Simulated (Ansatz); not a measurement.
TiCo (CsCl type, space group No. 221) at seven volumes, r²SCAN (plane waves, PAW; program Ansatz), scaled uniformly. One row is withheld.

| V (Å³/atom) | P (GPa) |
|---|---|
| 12.147 | 18.63 |
| 12.547 | 11.46 |
| 12.947 | 5.28 |
| 13.348 | 0.00 |
| 13.748 | ? |
| 14.149 | -8.30 |
| 14.549 | -11.54 |

**Question.** Fit the shown pressures and predict the withheld one.

**Answer.** P = (3/2)B₀(x^(7/2) − x^(5/2))[1 + (3/4)(B′ − 4)(x − 1)] with x = (V₀/V)^(2/3). Least squares on the six rows gives V₀ = 13.350 Å³/atom, B₀ = 161 GPa, B′ = 4.27. At V = 13.748, x = 0.9806 and P = -4.44 GPa. The run itself gave -4.49 GPa.

Space group Pm-3m (CsCl type). The r²SCAN relaxation kept the symmetry of its start, as lowered by the spin order. The final state is ferrimagnetic, chosen from 4 collinear starts compared on coarse meshes (ties went to the first, and starts can fall back to one state), not a proven ground state. Other orbital occupations within this spin state were not tried.

Potentials: the later of the program's two PAW sets.
